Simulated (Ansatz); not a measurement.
HfO$_{2}$ (fluorite)

```yaml
crystal:
  lattice:
    - [0.00000, 5.05847, 5.05847]
    - [2.52923, 0.00000, 2.52923]
    - [2.52923, 2.52923, 0.00000]
  atoms:
    - { symbol: Hf, position: [0.00000, 0.00000, 0.00000] }
    - { symbol: Hf, position: [0.50000, 0.00000, 0.00000] }
    - { symbol: O, position: [0.12500, 0.25000, 0.25000] }
    - { symbol: O, position: [0.62500, 0.25000, 0.25000] }
    - { symbol: O, position: [0.37500, 0.75000, 0.75000] }
    - { symbol: O, position: [0.87500, 0.75000, 0.75000] }
```

A phonon eigenvector at L = (0.5, 0.0, 0.0) is frozen into this cell: atom i moves by Q times the vector below, so Q is the largest atomic displacement, in Å. The cell is held. (q is in reciprocal vectors of the primitive cell; the cell shown is doubled to hold the pattern.)

| atom | x | y | z |
|---|---|---|---|
| Hf1 | 0.577 | -0.577 | -0.577 |
| Hf2 | -0.577 | 0.577 | 0.577 |
| O3 | 0.344 | -0.344 | -0.344 |
| O4 | -0.344 | 0.344 | 0.344 |
| O5 | -0.344 | 0.344 | 0.344 |
| O6 | 0.344 | -0.344 | -0.344 |

The numbers are results of r2SCAN (plane waves to 500 eV, PAW, scalar-relativistic; Ansatz, a first-principles code), not measurements. k mesh 11×11×11 (Γ-centred), Fermi-Dirac smearing 0.05 eV. HfO2 is run without spin polarisation. HfO2 was relaxed with its symmetry unable to fall. Spin-orbit coupling is left out, though Hf is heavy. This is a high-temperature form of HfO2. 

```csv
Q (Å),−dE/dQ from forces (eV/Å)
-0.100,6.049
-0.083,4.849
-0.067,3.755
-0.050,2.744
-0.033,1.795
-0.017,0.888
0.000,0.000
0.017,-0.888
0.033,-1.795
0.050,-2.744
0.067,-3.755
0.083,-4.849
0.100,-6.049
```

Task: What harmonic wavenumber does the curvature at Q = 0 give?

Result: 195 cm⁻¹. E″ = 53.06 eV/Å², M = Σ mᵢ|uᵢ|² = 379.7 u, ν̃ = 521.5·√(|E″|/M).

(For displaced atoms, the force is minus the slope of the energy, and its curvature is a force constant, which sets phonon frequencies.)
